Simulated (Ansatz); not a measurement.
Input and command of a plane-wave DFT calculation in Ansatz:

```yaml
crystal:
  lattice:
    - [3.07662101, 0.0, 0.0]
    - [-1.53831051, 2.66443195, 0.0]
    - [0.0, 0.0, 15.09808432]
  atoms:
    - { symbol: Si, position: [0.33333333, 0.66666667, 0.83298615] }
    - { symbol: Si, position: [0.66666667, 0.33333333, 0.33298615] }
    - { symbol: Si, position: [0.66666667, 0.33333333, 0.6665006] }
    - { symbol: Si, position: [0.33333333, 0.66666667, 0.1665006] }
    - { symbol: Si, position: [0.0, 0.0, 0.49972942] }
    - { symbol: Si, position: [0.0, 0.0, 0.99972942] }
    - { symbol: C, position: [0.0, 0.0, 0.87436641] }
    - { symbol: C, position: [0.0, 0.0, 0.37436641] }
    - { symbol: C, position: [0.33333333, 0.66666667, 0.70799678] }
    - { symbol: C, position: [0.66666667, 0.33333333, 0.20799678] }
    - { symbol: C, position: [0.66666667, 0.33333333, 0.54152164] }
    - { symbol: C, position: [0.33333333, 0.66666667, 0.04152164] }
basis:
  ecutwfc: 420
kpoints:
  mp_grid: { grid: [6, 6, 2] }
hamiltonian:
  xc: pbe
scf:
  occupations: { method: gaussian, width: 0.1 }
output:
  forces: true
  stress: true
  eigenvalues: true
```

```bash
ansatz run input.yaml --threads 4 --pin off --max-ram 8192MiB --backend cpu --events-out ev --progress --plain --runs-dir out
```

Processor: Intel(R) Xeon(R) Processor @ 2.70GHz, 4 threads, on a host shared with other jobs.

Q: How long does it run, and how much memory does it take?

A: About 2.2 s on 4 threads of Intel(R) Xeon(R) Processor @ 2.70GHz, with other jobs on the host, peak memory 0.42 GiB. It solves 36 bands at 14 k points (the mesh reduced by the symmetry that the task leaves, which can be less than the crystal's) with about 2415 plane waves, in 6 SCF iterations.
